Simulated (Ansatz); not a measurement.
Fermi surface of HfN (Fm-3m)

```
Hf N
1.0
     0.00000    2.25104    2.25104
     2.25104    0.00000    2.25104
     2.25104    2.25104    0.00000
Hf N
1 1
Direct
  0.00000 0.00000 0.00000
  0.50000 0.50000 0.50000
```

Level of theory, where no other is named: PBEsol, all-electron LAPW in Ansatz 0.2.0, scalar-relativistic. k mesh 14×14×14, fine mesh 20×20×20, Fermi-Dirac smearing of 0.080 eV, basis error target 1 meV/atom. The cell was relaxed by PAW under this functional.

Levels and slopes are solved on a 20×20×20 mesh, and each state is taken as quadratic over its cell.

Q: What is the density of states at the Fermi level, and which bare Sommerfeld coefficient follows?

A: N(E_F) = 0.304 states/eV/atom (both spins), so γ = (π²/3) k_B² N(E_F) = 0.717 mJ/(mol-atom K²) without electron-phonon or spin-fluctuation enhancement.

Q: What Drude plasma energy and σ/τ do the band velocities give?

A: (ħω_p,α)² = (e²/ε₀VN_k) Σ_nkσ (∂E/∂k_α)² δ(E − E_F) gives ħω_p = (9.19, 9.19, 9.19) eV along x, y, z, and σ/τ = ε₀ω_p² = 17.2×10²⁰ Ω⁻¹m⁻¹s⁻¹ along x. Weighted by the density of states, the mean Fermi speed is 1.04×10⁶ m/s; the surface has an area of 22.6 Å⁻² for each spin direction.

Q: Which bands cross the Fermi level, and what do they carry?

A: 

```json
{"band": "1", "filled part": "0.49", "N (states/eV/cell)": "0.528", "speed (10⁶ m/s)": "1.12", "5th to 95th percentile": "0.32 to 1.34", "area (Å⁻²)": "21.2", "filling": "partly filled"}
{"band": "2", "filled part": "0.01", "N (states/eV/cell)": "0.0537", "speed (10⁶ m/s)": "0.469", "5th to 95th percentile": "0.31 to 0.67", "area (Å⁻²)": "0.9", "filling": "nearly empty"}
{"band": "3", "filled part": "0.00", "N (states/eV/cell)": "0.0267", "speed (10⁶ m/s)": "0.567", "5th to 95th percentile": "0.43 to 0.70", "area (Å⁻²)": "0.542", "filling": "nearly empty"}
```

Q: Map the plane k₃ = 0 of the mesh: how many bands lie under the Fermi level at each point, counted from the least on the plane?

A: k₁ runs to the right and k₂ upwards, each from −½ to ½ with 0 in the middle (the axes needn't be at right angles):
```
11111000000000111111
11111000000001111111
11110000000001111111
11100000000011111111
10000000000011111111
00000000000111111111
00000000000111111110
00000000023111111000
00000000223311100000
00000000333330000000
00000011133220000000
00001111113200000000
00111111110000000000
01111111110000000000
11111111100000000000
11111111100000000011
11111111000000000111
11111111000000001111
11111110000000001111
11111100000000011111
```

Q: Tabulate the nesting function ξ(q) = Σ δ(ε_k) δ(ε_k+q) on the lines that the mesh holds, over its zone mean.

A: The deltas are Gaussians of 0.1 to 0.2 eV, set by mesh and band speed, and are averaged over mesh cells, which smears them further. ξ grows towards q = 0 in any metal, and zigzags from point to point can be the mesh's; no second mesh was run.

```json
{"Fine mesh": "20, 20, 20"}
```

| line | part | nesting |
| --- | --- | --- |
| Gamma-X | 0.2 | 2.148 |
| Gamma-X | 0.4 | 1.28 |
| Gamma-X | 0.6 | 0.7628 |
| Gamma-X | 0.8 | 0.779 |
| Gamma-X | 1 | 0.9207 |
| Gamma-L | 0.2 | 1.599 |
| Gamma-L | 0.4 | 1.206 |
| Gamma-L | 0.6 | 1.091 |
| Gamma-L | 0.8 | 0.9533 |
| Gamma-L | 1 | 0.9055 |
| L-W | 0 | 0.9055 |
| L-W | 0.2 | 0.9712 |
| L-W | 0.4 | 0.9023 |
| L-W | 0.6 | 1.009 |
| L-W | 0.8 | 1.22 |
| L-W | 1 | 1.187 |
| W-X | 0 | 1.187 |
| W-X | 0.2 | 1.014 |
| W-X | 0.4 | 0.9506 |
| W-X | 0.6 | 1.009 |
| W-X | 0.8 | 0.8931 |
| W-X | 1 | 0.9207 |

Q: On PAW files the program sums the optical response inside the mesh cells, interband lines and its own Drude term. Where does ε₁ rise through zero (a sharp plasmon if ε₂ is small there), and how much light is reflected?

A: 

- Fine mesh: 20, 20, 20
- Window top: 25 eV
- Line width: 0.15 eV
- Drude damping: 0.2 eV
- ε₁ rises through zero at x: 3.34, 18.49, 22.24 eV
- ε₂ there x: 1.61, 1.05, 0.52
- Plasma energy (x, y, z): 9.288, 9.288, 9.288 eV
- Reflectivity at 1 eV, x-polarised: 0.9521
- Reflectivity at 2 eV, x-polarised: 0.9165
- Reflectivity at 3 eV, x-polarised: 0.5753

The plasma energy here is the program's own sum at the run's smearing; it differs from the value above by up to 1 %, through mesh and smearing.

Q: What does PAW give for the same cell?

A: N(E_F) = 0.305 states/eV/atom and ħω_p,x = 9.18 eV.

Limits of these numbers: no spin-orbit coupling on heavy atoms; these sums move with the mesh, by several per cent and more for small sheets; frozen-core PAW files fitted under PBE, their cores solved anew for the functional of the run.
